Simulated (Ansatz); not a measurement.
Al₂Mo₃C in space group P4_132 (No. 213; Al on 8c, Mo on 12d, C on 4a) at seven volumes, r²SCAN (plane waves, PAW; program Ansatz), shape and atoms relaxed at each. One row is withheld.

| V (Å³/atom) | P (GPa) |
|---|---|
| 12.200 | 27.47 |
| 12.602 | 16.84 |
| 13.004 | 7.76 |
| 13.406 | 0.00 |
| 13.808 | -6.62 |
| 14.211 | ? |
| 14.613 | -17.06 |

Question: Fit the shown pressures and predict the withheld one.

Answer: Third-order Birch–Murnaghan: P = (3/2)B₀(x^(7/2) − x^(5/2))[1 + (3/4)(B′ − 4)(x − 1)] with x = (V₀/V)^(2/3). Least squares on the six rows gives V₀ = 13.406 Å³/atom, B₀ = 238.1 GPa, B′ = 4.28. At V = 14.211, x = 0.9619 and P = -12.26 GPa. The run itself gave -12.26 GPa.

The first step of the workflow began from a Materials Project structure, measured or hypothetical; the Crystallography Open Database copy checked does not list it. Whether it is the stable phase at ambient conditions was not checked. Symmetry was held in the r²SCAN relaxation; its stability against distortions is not shown here. No spin polarisation was allowed.

Potentials: the later of the program's two PAW sets.
